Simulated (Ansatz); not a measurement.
Mg (hcp (Mg type), P6_3/mmc) under volume change, LDA (plane waves, PAW; program Ansatz), shape and atoms relaxed at each volume.

```csv
V (Å³/atom),E − E(relaxed) (meV/atom),P (GPa)
19.655,25.4,4.53
20.303,10.7,2.79
20.951,2.6,1.29
21.599,0.0,0.01
22.247,2.3,-1.10
22.895,8.7,-2.05
23.543,18.6,-2.86
```

Problem. What does a third-order Birch–Murnaghan fit give for V₀, B₀ and B′?

Solution. V₀ = 21.60 Å³/atom, B₀ = 39.6 GPa, B′ = 4.1.

Symmetry was held in the LDA relaxation; of distortions, only those at the zone centre were tested.

Potentials: the earlier of the program's two PAW sets.
